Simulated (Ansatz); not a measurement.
Given:

MoS₂:
```cif
data_Mo2S4
_chemical_formula_sum 'Mo2 S4'
_space_group_name_H-M_alt 'P 1'
_space_group_IT_number 1
_cell_length_a 3.12776
_cell_length_b 3.12776
_cell_length_c 12.19935
_cell_angle_alpha 90.000
_cell_angle_beta 90.000
_cell_angle_gamma 120.000
loop_
_space_group_symop_operation_xyz
  'x, y, z'
loop_
_atom_site_label
_atom_site_type_symbol
_atom_site_fract_x
_atom_site_fract_y
_atom_site_fract_z
_atom_site_occupancy
Mo1 Mo 0.00000 0.00000 0.25000 1
Mo2 Mo 0.00000 0.00000 0.75000 1
S1 S 0.33333 0.66667 0.37714 1
S2 S 0.66667 0.33333 0.62286 1
S3 S 0.66667 0.33333 0.87714 1
S4 S 0.33333 0.66667 0.12286 1
```

This is the LDA-relaxed structure.

Q: All from plane-wave PAW LDA (Ansatz code), unless another level is named. Predict the Born charges (a third of the trace).

A: Mo -0.97, S +0.48 e.

Q: What about the electronic dielectric constant ε∞ (DFPT)?

A: 15.4 (xx = yy), 7.06 (zz).

Q: What about the static dielectric constant ε0 (ions relaxed, cell fixed)?

A: 15.6 (xx = yy), 7.11 (zz).

Space group P6_3/mmc. The first step of the workflow began from a Materials Project structure, measured or hypothetical. Its sites differ from those of the usual phase in this space group: another stacking or structure type. The LDA relaxation kept the symmetry of its start; its stability against distortions is not shown here. The run is not spin-polarised. A crystal of weakly bound layers computed without a dispersion correction: the cell and the soft elastic constants depend strongly on that. Spin–orbit coupling is left out wherever it is not named.

Potentials: the earlier of the program's two PAW sets. The files were generated under PBE; for other functionals the program regenerates the frozen cores, and for LDA and PBEsol the local potential too.
